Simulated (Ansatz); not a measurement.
## PbF2 (Fluorocronite) with and without relativity

```
CELL_PARAMETERS angstrom
0.00000 2.99997 2.99997
2.99997 0.00000 2.99997
2.99997 2.99997 0.00000
ATOMIC_POSITIONS crystal
Pb 0.00000 0.00000 0.00000
F 0.25000 0.25000 0.25000
F 0.75000 0.75000 0.75000
```

The cell comes from a relaxation on PAW files under the same functional, begun from a database entry that needn't be the ground state.

All-electron LAPW in Ansatz 0.2.0 under PBE, with a Γ-centred 8×8×8 k mesh, Fermi–Dirac smearing of 0.02 eV, no spin polarisation. The basis error target is 0.5 meV/atom. The same cell is solved at each level of relativity (Schrödinger's equation, the scalar-relativistic one, Dirac's), and each level may then relax the cell.

The elements are taken as F F2 gas, Pb fcc, each relaxed on PAW files under the same functional and computed by the same method as the compound; zero-point and thermal terms are left out. Formation energies keep the scalar-relativistic cells of compound and elements, so at the other levels neither side is at rest.

```
                   level  P at the cell (GPa)  gap (eV)  ΔE(formation) at the fixed cells (eV/atom)  relaxed V (Å³/atom)
     scalar-relativistic                 0.04      4.42                                      -2.367                18.00
        non-relativistic                 3.87      2.36                                           ?                    ?
with spin–orbit coupling                -0.05      4.03                                      -2.244                    –
```

Q: What belongs in the row "non-relativistic", column "ΔE(formation) at the fixed cells (eV/atom)"?

A: -2.195.

Q: What belongs in the row "non-relativistic", column "relaxed V (Å³/atom)"?

A: 19.02.

Q: Does scalar relativity shrink or swell this crystal?

A: It shrinks it by 5.4 % in volume against the non-relativistic cell.

Q: How do the Löwdin populations move when relativity is switched off?

A: Pb 6s 1.94 → 1.89, Pb 6p 0.93 → 0.98 electrons an atom. The projections hold only the shells that the free atoms fill, so charge of other character is partly counted to these shells and partly left out.
